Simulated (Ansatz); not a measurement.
Al$_{2}$Os:
```
CELL_PARAMETERS angstrom
     -1.57846     1.57846     4.15448
      1.57846    -1.57846     4.15448
      1.57846     1.57846    -4.15448
ATOMIC_POSITIONS crystal
  Al 0.33870 0.33870 0.00000
  Al 0.66130 0.66130 0.00000
  Os 0.00000 0.00000 0.00000
```

DFT-r²SCAN in the program Ansatz with PAW potentials gives a gap of 0.46 eV without spin–orbit coupling, maximum on the Γ–X line, 45 % of the way from Γ, minimum on the G–M line, 28 % of the way from G.

What happens when spin–orbit coupling is switched on?

The gap goes up by 0.06 eV, to 0.52 eV; maximum on the Γ–X line, 45 % of the way from Γ, minimum on the G–M line, 28 % of the way from G. The small gap may have closed and reopened with inverted band order, as semilocal functionals often give for heavy narrow-gap crystals.

Space group I4/mmm (MoSi2 or CaC2 type). The first step of the workflow began from a Materials Project structure, measured or hypothetical; the Crystallography Open Database copy checked does not list it. Its standing as an ambient phase is unchecked. Symmetry was held in the r²SCAN relaxation; whether a distortion lowers the energy is not shown. No spin polarisation was allowed.

Potentials: the later of the program's two PAW sets.
